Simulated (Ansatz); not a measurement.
Data sheet: B (DFT)

B:
```cif
data_B8
_chemical_formula_sum 'B8'
_space_group_name_H-M_alt 'Cmce'
_space_group_IT_number 64
_space_group_name_Hall '-C 2ac 2'
_cell_length_a 2.93650
_cell_length_b 5.32298
_cell_length_c 3.26614
_cell_angle_alpha 90.000
_cell_angle_beta 90.000
_cell_angle_gamma 90.000
loop_
_atom_site_label
_atom_site_type_symbol
_atom_site_symmetry_multiplicity
_atom_site_Wyckoff_symbol
_atom_site_fract_x
_atom_site_fract_y
_atom_site_fract_z
_atom_site_occupancy
B1 B 8 f 0.00000 0.34415 0.40980 1
```
(The calculation used a cell of 4 atoms; values per cell refer to that cell.)

Space group Cmce (No. 64); conventional cell a = 2.9365 Å, b = 5.3230 Å, c = 3.2661 Å, α = 90.00°, β = 90.00°, γ = 90.00°.

Method: r²SCAN in the plane-wave PAW code Ansatz. Geometry: relaxed at this level of theory. Other levels are named where they apply.

Cell and energy:

| Item | Result |
|---|---|
| Volume per atom | 6.38 Å³ |
| Density | 2.81 g/cm³ |

Electronic structure:

| Property | Value |
|---|---|
| Electronic character | metallic (no gap) |
| Density of states at the Fermi level | 0.03 states/eV per atom (mean over ±0.08 eV) |

Mechanics:

| Item | Result |
|---|---|
| Bulk modulus (Birch–Murnaghan fit) | 2660 kbar |
| Pressure derivative B′ | 3.5 |

The start of the workflow was typed in or built on a structure type; neither database checked (COD, Materials Project) lists it. It is not the phase usual at ambient conditions (space group No. 166). The r²SCAN relaxation kept the symmetry of its start; whether a distortion lowers the energy is not shown.

Potentials: the later of the program's two PAW sets.
